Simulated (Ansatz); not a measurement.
Zone-centre phonons of Sn$_{4}$Pd: input and output

These are results of Ansatz, DFT LDA, scalar-relativistic, plane waves, PAW, not measurements.

Launched with:
```bash
ansatz run input.yaml --threads 2 --pin off --max-ram 6144MiB --backend cpu --events-out ev --progress --plain --runs-dir out
```

Input (bare energies are in eV):
```yaml
crystal:
  lattice:
    - [3.1834597092, -5.6937209592, 0.0]
    - [3.1834597092, 5.6937209592, 0.0]
    - [0.0, 0.0, 6.3300253039]
  atoms:
    - { symbol: Sn, position: [0.957514788, 0.7043670342, 0.8300148528] }
    - { symbol: Sn, position: [0.042485212, 0.2956329658, 0.8300148528] }
    - { symbol: Sn, position: [0.7043670342, 0.957514788, 0.1699851472] }
    - { symbol: Sn, position: [0.2956329658, 0.042485212, 0.1699851472] }
    - { symbol: Sn, position: [0.542485212, 0.7956329658, 0.6699851472] }
    - { symbol: Sn, position: [0.457514788, 0.2043670342, 0.6699851472] }
    - { symbol: Sn, position: [0.7956329658, 0.542485212, 0.3300148528] }
    - { symbol: Sn, position: [0.2043670342, 0.457514788, 0.3300148528] }
    - { symbol: Pd, position: [0.5, 0.5, 0.0] }
    - { symbol: Pd, position: [0.0, 0.0, 0.5] }
basis:
  ecutwfc: 420
kpoints:
  mp_grid: { grid: [6, 6, 6] }
hamiltonian:
  xc: lda
scf:
  occupations: { method: fermi_dirac, width: 0.15 }
output:
  eigenvalues: true
phonons:
  method: dfpt
  eigenvectors: true
```

The end of the output:
```
--- Phonons (Γ-DFPT): 6 representative perturbations + reference, on 112 of 216 k-points (Σ response iterations 55) ---
  k mesh reduced under 1 symmetry operation, with k and −k counted as one. Each operation leaves every solved perturbation unchanged. A smaller set is not used because it would not reduce the number of displacements ...
  ASR residual: 6.661e-4 → 0.000e0 eV/Å²; symmetrization residual: 8.651e-5 eV/Å²
  ASR residual per site (eV/Å²): 4.17e-4 4.17e-4 4.17e-4 4.17e-4 4.17e-4 4.17e-4 4.17e-4 4.17e-4 6.66e-4 6.66e-4
  Γ frequencies (cm⁻¹): 0.00 0.00 0.00 43.92 59.89 63.35 69.58 76.82 79.92 80.94 83.12 84.71 85.35 87.54 97.54 98.41 100.09 100.35 117.09 118.58 136.82 138.56 139.74 144.32 146.02 154.32 156.18 159.79 166.40 168.55
  non-analytic LO–TO correction: not included (Born effective charges unavailable; polar crystals: no LO–TO splitting at Γ)
```

The run took 26 min on 2 threads of Intel(R) Xeon(R) 6975P-C (Granite Rapids) (shared host), peak memory 5.1 GiB.

In a metal, frequencies and elastic constants depend on the k mesh and the smearing, soft modes and shear constants most.